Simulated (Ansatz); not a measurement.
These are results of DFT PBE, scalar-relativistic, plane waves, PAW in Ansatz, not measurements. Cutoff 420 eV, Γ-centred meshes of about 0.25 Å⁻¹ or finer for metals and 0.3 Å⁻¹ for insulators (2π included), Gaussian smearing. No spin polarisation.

Relaxed forms of Al₃BiO₃:

Cell 1.

```
Al Bi O
1.0
     9.25287    0.00000    0.00000
     0.00000    3.05171    0.00000
    -3.14835    0.00000    8.79720
Al Bi O
6 2 6
Direct
  0.32653 0.25000 0.14015
  0.13648 0.75000 0.32794
  0.81122 0.25000 0.17933
  0.67347 0.75000 0.85985
  0.18878 0.75000 0.82068
  0.86352 0.25000 0.67206
  0.35717 0.75000 0.62919
  0.64283 0.25000 0.37081
  0.24430 0.75000 0.19721
  0.01873 0.25000 0.27814
  0.78041 0.75000 0.06702
  0.75570 0.25000 0.80279
  0.21959 0.25000 0.93298
  0.98127 0.75000 0.72186
```

Cell 2.

```
Al Bi O
1.0
     3.72486    2.15055    2.20042
    -3.72486    2.15055    2.20042
     0.00000   -4.30110    2.20042
Al Bi O
3 1 3
Direct
  0.46272 0.02330 0.46272
  0.02330 0.46272 0.46272
  0.46272 0.46272 0.02330
  0.86914 0.86914 0.86914
  0.26814 0.26814 0.64604
  0.26814 0.64604 0.26814
  0.64604 0.26814 0.26814
```

**Question.** Order them by Kohn–Sham gap, widest first, and say which is lowest in energy.

**Answer.** Gaps on the mesh: 0.69 eV for cell 2, none for cell 1. Lowest in energy is cell 1; cell 2 lies 54 meV/atom higher. The widest gap doesn't belong to the lowest form. Counting O atoms around Al and Bi (those within 1.25 times the shortest such distance or 1.15 times the sum of covalent radii; a plus sign parts nearer from farther groups; the shortest distance is added where it is long for a bond): cell 1 (P2_1/m, 17.7 Å³/atom) has Al 3, Bi 8+1 from 3.8 Å; cell 2 (R3m, 15.1 Å³/atom) has Al 3, Bi 3+3 from 3.0 Å.

Gaps are read on each cell's k mesh and can be smaller between its points; Kohn–Sham gaps at this level usually fall short of measured ones, and a small gap can close altogether. Spin–orbit coupling, which can matter for Bi, is left out. With atoms moved at random, cell 1 ended within 5 meV/atom of its own energy, in a cell of lower symmetry. With atoms moved at random, cell 2 came back. Some types were kept out of the candidates beforehand, so the set may lack a known form.
